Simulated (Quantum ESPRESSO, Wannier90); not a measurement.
**Se (P3₁21), plane waves to Wannier functions**

Structure: Materials Project mp-14, symmetrised, not relaxed again. COD (Crystallography Open Database) has the formula in 4 space groups, this one among them (matched by group alone). Method: PBEsol plane waves in Quantum ESPRESSO 7.5 (PseudoDojo norm-conserving files, 69 Ry, spinors with spin-orbit coupling), Bloch states on a 6×6×4 mesh through Γ, Wannier90 4.0.1. Density: 12×12×6 mesh, cold smearing 0.01 Ry. The cell is built of weakly bound layers, chains or molecules, whose nearest atoms lie 3.56 Å apart. Database cells relaxed without dispersion often hold them too far apart, which can enlarge gaps and weakens couplings between them; spacing and stacking were not compared with the measured crystal.

```
begin unit_cell_cart
ang
    4.5048201908    0.0000000000    0.0000000000
   -2.2524100954    3.9012887247    0.0000000000
    0.0000000000    0.0000000000    4.9788000000
end unit_cell_cart
mp_grid = 6 6 4
```

Neighbour vectors b of the finite-difference formula (Å⁻¹), by shell:

```csv
shell,b_x,b_y,b_z
1,0.00000,0.26842,0.00000
1,0.23246,0.13421,0.00000
1,0.00000,-0.26842,0.00000
1,0.23246,-0.13421,0.00000
1,-0.23246,-0.13421,0.00000
1,-0.23246,0.13421,0.00000
2,0.00000,0.00000,0.31550
2,0.00000,0.00000,-0.31550
```

**Question.** Find the weights w_b from the completeness condition Σ_b w_b b_α b_β = δ_αβ.

**Answer.** Shell 1: Σ b_x² = 0.216, Σ b_y² = 0.216, Σ b_z² = 0.000 Å⁻²
Shell 2: Σ b_x² = 0.000, Σ b_y² = 0.000, Σ b_z² = 0.199 Å⁻²
Each of the three diagonal sums, weighted, has to give 1 and the off-diagonal ones 0, which holds for w_1 = 4.63 Å², w_2 = 5.02 Å². Check on xx: 4.63×0.216 + 5.02×0.000 = 1.00.

On this mesh the 12 functions of bands 37-48 (bands 37-48; start: SCDM (isolated), conv_tol = 1.0e-6) end with spreads 2.7374, 2.7374, 2.7374, 3.4688, 3.4689, 3.4689, 2.7374, 2.7374, 2.7374, 3.4688, 3.4689, 3.4689 Å², Ω_I = 35.5115 Å² and Ω_D = 0.1914 Å².

Ω_total is the sum of the spreads, 37.238 Å². Ω_OD = Ω_total − Ω_I − Ω_D = 1.535 Å². Only (Ω_D + Ω_OD)/Ω_total = 4.6 % depends on the gauge, and another start could lower the total by that share at most. The rms radius is √(Ω_total/12) = 1.76 Å.
